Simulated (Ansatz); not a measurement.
Single point in Ansatz 0.2.0 with m-r2SCAN, no spin polarisation. Cutoff 500 eV, PAW datasets, 8×8×6 Γ-centred k mesh, fermi-dirac filling (width 0.016 eV).

Computed maps in the lattice plane spanned by a (left to right, 3.89 Å, 12 points from zero) and c (bottom to top, 5.68 Å, 17 points from zero), 90° apart, at height 0.764 along b. The fields are smooth PAW ones with compensation charges, not the true ones near nuclei.

Valence density. Digits on a logarithmic scale: 0 up to 0.03 e/Å³, each further digit a factor of 1.6, 9 from 1.3 e/Å³ up:
```
999964100247
788753100135
566532000024
344321000012
455431000013
677642000124
899863100146
999974200247
999974201247
899864211246
787653333345
666543455435
666543455434
677653344335
798753222246
999964201247
999974200247
```

ELF. Ten even steps from '0' (0.01) to '9' (0.83):
```
978985100269
999963000147
455421000012
000000000000
122110000001
788742000025
999984100158
834996100269
823885100169
999973000047
677640000014
222220022002
222210033002
344320011003
899851000026
967984000158
812886100269
```

Q: The cell is NaAuN2. Which atoms lie within 0.2 Å of this plane, and where (fractions of a and c)?

A: N at (0.12, 0.00), N at (0.12, 0.50). The whole cell:
```yaml
crystal:
  lattice:
    - [3.89487, 0.00000, 0.00000]
    - [1.94744, -5.68544, 0.00000]
    - [0.00000, 0.00000, -5.68394]
  atoms:
    - { symbol: Na, position: [0.31200, 0.37600, 0.75000] }
    - { symbol: Na, position: [0.68800, 0.62400, 0.25000] }
    - { symbol: Au, position: [0.98400, 0.03200, 0.75000] }
    - { symbol: Au, position: [0.01600, 0.96800, 0.25000] }
    - { symbol: N, position: [0.11800, 0.76400, 0.00000] }
    - { symbol: N, position: [0.88200, 0.23600, 0.50000] }
    - { symbol: N, position: [0.88200, 0.23600, 0.00000] }
    - { symbol: N, position: [0.11800, 0.76400, 0.50000] }
```

Origin: a known structure type with other elements, at an estimated volume, so it need not be a known compound. Caveats: many states at the Fermi level without spin polarisation, so a magnetic state may lie lower; atoms or cell far from equilibrium; m-r2SCAN is r2SCAN with a changed spin dependence that lowers moments.
